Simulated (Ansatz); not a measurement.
A geometry of Ti$_{3}$Al away from equilibrium: the start of the relaxation of a generated cell, Ti3Al built in the AFLOW prototype AB3_mC16_12_g_ij (D0_15, as in AlCl3). Method: PBE (plane waves to 420 eV, PAW, scalar-relativistic; Ansatz, an electronic-structure program). Γ-centred k-mesh 7×7×6 on the run's cell (coarser than for final values), Fermi–Dirac smearing 0.05 eV.

```xyz
8
Lattice="2.7510 -4.7605 0.0000 2.7510 4.7605 0.0000 -1.7912 0.0000 5.4320" Properties=species:S:1:pos:R:3 pbc="T T T"
Al     2.7510    -3.1781     0.0000
Al     2.7510     3.1781     0.0000
Ti     0.7759     0.0000     1.2293
Ti     2.9349     0.0000     4.2027
Ti     3.7337    -1.7013     1.2211
Ti    -0.0229    -1.7013     4.2109
Ti    -0.0229     1.7013     4.2109
Ti     3.7337     1.7013     1.2211
```

Q: Predict the force on each atom, in eV/Å.

A: 
```csv
atom,Fx,Fy,Fz
Al1,0.00,0.10,0.00
Al2,0.00,-0.10,0.00
Ti3,3.77,0.00,5.93
Ti4,-3.77,0.00,-5.93
Ti5,-1.91,3.28,5.95
Ti6,1.91,3.28,-5.95
Ti7,1.91,-3.28,-5.95
Ti8,-1.91,-3.28,5.95
```

Q: What is the pressure?

A: +34.8 GPa, compression positive.

No spin polarisation in the result.

The run could not lose the symmetry of its start, so the end can be a saddle point.

The end of the path is a generated cell of Ti3Al: the first start was made by placing the elements on the sites of a structure type, and the end was not matched to a known phase here, so it may be hypothetical. Known forms of Ti3Al include space group No. 194.
